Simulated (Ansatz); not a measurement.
TiOs:
```
TiOs
1.0
    3.08032     0.00000     0.00000
    0.00000     3.08032     0.00000
    0.00000     0.00000     3.08032
Os Ti
1 1
Direct
  0.00000   0.00000   0.00000
  0.50000   0.50000   0.50000
```

Relaxed with r²SCAN. Special points in fractions of this cell's reciprocal vectors: Γ (0.000, 0.000, 0.000); X (0.000, 0.500, 0.000); M (0.500, 0.500, 0.000); R (0.500, 0.500, 0.500).

**Question.** List the band energies nearest the Fermi level at these points for plane-wave PAW r²SCAN (Ansatz code).

**Answer.** In eV from the Fermi level; about four levels below and three above (degenerate sets whole), none deeper than 8.9 eV; points with the same levels are listed once.

```tsv
k	below	above
Γ	-5.45 -5.45 -1.44 -1.44 -1.44	2.09 2.09 3.79 3.79 3.79
X	-1.82 -1.82 -0.81 -0.21	0.70 0.70 2.05
M	-5.80 -5.63 -3.36 -3.36	0.79 0.79 1.29
R	-3.98 -3.98 -3.98 -1.65 -1.65 -1.65	1.55 1.55 3.26 3.26
```

Space group Pm-3m (CsCl type). The workflow started from an entry of the Crystallography Open Database (COD). Its standing as an ambient phase is unchecked. The r²SCAN relaxation kept the symmetry of its start; its stability against distortions is not shown here. The run is not spin-polarised. Scalar-relativistic: spin–orbit coupling is off unless named, which matters more the heavier the elements.

Potentials: the later of the program's two PAW sets.
